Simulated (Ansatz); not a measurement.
ScCd₃ in space group P6_3/mmc (No. 194; Sc on 2c, Cd on 6h), plane-wave PAW r²SCAN (Ansatz code), all energies at zero smearing, with the estimated change up to a 700 eV cutoff added, with one set of potentials and settings (totals compare only within such a set). Cell of 8 atoms (2 Sc, 6 Cd): -53892.286 eV.

```csv
element,reference phase,E (eV/atom)
Sc,"P6_3/mmc, 2 atoms in the cell",-2140.5738
Cd,"P6_3/mmc, 2 atoms in the cell",-8268.1834
```

Formation energy per atom, worked out: (-53892.286 − 2×(-2140.5738) − 6×(-8268.1834))/8 = -0.255 eV/atom (-25 kJ per mol of atoms), at 0 K, without zero-point energy or fitted corrections.

The workflow started from a Materials Project entry (that database holds measured and hypothetical structures alike); the Crystallography Open Database files this formula in space group No. 194, but the cells were not matched. Its standing as an ambient phase is unchecked. Symmetry was held in the r²SCAN relaxation; its stability against distortions is not shown here. No spin polarisation was allowed. The references are the lowest solids computed at this level, not always the standard phases.

Potentials: the later of the program's two PAW sets.
